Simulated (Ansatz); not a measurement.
## A plane-wave run on HfTl2CdSe4

The input, for Ansatz 0.2.0 (plane waves, PAW):

```yaml
crystal:
  lattice:
    - [0.0, 8.301558, 0.0]
    - [7.813576, -4.150779, 0.0]
    - [2.238246, 0.0, -6.456029]
  atoms:
    - { symbol: Cd, position: [0.62245, 0.0, 0.75] }
    - { symbol: Cd, position: [0.37755, 0.0, 0.25] }
    - { symbol: Tl, position: [0.62211, 0.4962, 0.77141] }
    - { symbol: Tl, position: [0.12591, 0.5038, 0.72859] }
    - { symbol: Tl, position: [0.37789, 0.5038, 0.22859] }
    - { symbol: Tl, position: [0.87409, 0.4962, 0.27141] }
    - { symbol: Hf, position: [0.12311, 0.0, 0.75] }
    - { symbol: Hf, position: [0.87689, 0.0, 0.25] }
    - { symbol: Se, position: [0.20173, 0.19744, 0.99644] }
    - { symbol: Se, position: [0.00429, 0.80256, 0.50356] }
    - { symbol: Se, position: [0.79827, 0.80256, 0.00356] }
    - { symbol: Se, position: [0.99571, 0.19744, 0.49644] }
    - { symbol: Se, position: [0.45103, 0.21746, 0.5331] }
    - { symbol: Se, position: [0.23357, 0.78254, 0.9669] }
    - { symbol: Se, position: [0.54897, 0.78254, 0.4669] }
    - { symbol: Se, position: [0.76643, 0.21746, 0.0331] }
  symmetry: { tolerance: 0.0003 }
kpoints:
  mp_grid: { grid: [4, 4, 5], shift: [0, 0, 0] }
magnetization:
  spin_polarized: false
scf:
  occupations: { method: fermi_dirac }
  lower_state_search: "off"
  max_iter: 200
hamiltonian:
  pseudopotentials: { kind: paw }
  xc: pbe
basis:
  ecutwfc: 420
  fft_grid_basis: typed
output:
  forces: true
  stress: true
  eigenvalues: true
  populations: true
  elf: true
  write_potential: true
  volumetric_format: npy
  dos:
    e_range: [-12, 8]
    de: 0.05
    projected: { site_lists: { Cd: [Cd], Hf: [Hf], Se: [Se], Tl: [Tl] } }
checkpoint:
  read: saved_state
```

The run starts from an earlier solution of this cell. 

Excerpt of what it printed:

```
SCF iter   1: F=—  Δρ=7.34e-4  dr2=1.22e-2
SCF iter   2: F=—  Δρ=4.82e-4  dr2=6.33e-3
SCF iter   3: F=—  Δρ=1.62e-4  dr2=8.05e-4
SCF iter   4: F=—  Δρ=1.24e-4  dr2=2.38e-4
SCF iter   5: F=—  Δρ=6.34e-5  dr2=4.54e-5
SCF iter   6: F=—  Δρ=3.62e-5  dr2=1.01e-5
SCF iter   7: F=—  Δρ=1.61e-5  dr2=1.83e-6
SCF iter   8: F=—  Δρ=5.83e-6  dr2=2.19e-7
SCF iter   9: F=-137492.5532 eV  Δρ=2.81e-6  dr2=5.54e-8
Free energy (F): -137492.5532 eV
Harris-Foulkes:  -137492.5532 eV  (|F-HF|=6.29e-9)
Internal energy: -137492.5207 eV  (E = F + TS)
E sigma→0 (E₀):  -137492.5370 eV
Entropy (-TS):   -0.0325 eV (-2.030 meV/atom)
Fermi energy:    10.2173 eV
--- Per-component energies (eV) ---
  E_band       = -4180.5735
  E_kinetic    = 4138.5045
  E_local      = -47009.1889  (includes V_loc(G=0)·N_el)
  E_nonlocal   = -5917.5885
  E_hartree    = 22250.7498
  E_xc         = -2715.6128
  E_vxc        = -2335.5242  (∫ρ·V_xc dr)
  E_paw        = -77960.1106  (= ΣΔE_a)
  E_vpaw       = 2441.7303  (= ΣTr[D̂ρ^β])
  E_aug_tail   = -0.0046  (compensation charges beyond the density's cutoff)
  E_ewald      = -30279.2696
  E_smearing   = -0.0325  (= −TS)
--- Forces (eV/Å), atoms counted from 1 ---
  atom   1  Cd     0.0000    -0.1196     0.0000
  atom   2  Cd     0.0000     0.1196     0.0000
  atom   3  Tl    -0.0506     0.0136    -0.0978
  atom   4  Tl     0.0506     0.0136     0.0978
  atom   5  Tl     0.0506    -0.0136     0.0978
  atom   6  Tl    -0.0506    -0.0136    -0.0978
  atom   7  Hf     0.0000    -0.3607     0.0000
  atom   8  Hf     0.0000     0.3607     0.0000
  atom   9  Se     0.4709     0.4156    -0.2584
  atom  10  Se    -0.4709     0.4156     0.2584
  atom  11  Se    -0.4709    -0.4156     0.2584
  atom  12  Se     0.4709    -0.4156    -0.2584
  atom  13  Se    -0.2250     0.8726     0.4282
  atom  14  Se     0.2250     0.8726    -0.4282
  atom  15  Se     0.2250    -0.8726    -0.4282
  atom  16  Se    -0.2250    -0.8726     0.4282
--- Stress (GPa, compression-positive) ---
        4.1177       0.0000       0.8695
        0.0000       2.7497       0.0000
        0.8695       0.0000       3.2144
  P = ⅓ Tr σ = 3.3606 GPa (33.606 kbar)
--- Löwdin populations: 16 sites ---
  site symbol       q [e]
     0     Cd     18.7998
     1     Cd     18.7998
     2     Tl     12.9107
     3     Tl     12.9107
     4     Tl     12.9107
     5     Tl     12.9107
     6     Hf     25.3038
     7     Hf     25.3038
     8     Se     16.3783
     9     Se     16.3783
    10     Se     16.3783
    11     Se     16.3783
    12     Se     16.4858
    13     Se     16.4858
    14     Se     16.4858
    15     Se     16.4858
  spilling = 0.0026 (of n_electrons = 272.0000)
```

Absolute energies hang on the potentials; compare differences alone.

Origin: a known structure type with other elements, at an estimated volume, so it need not be a known compound.
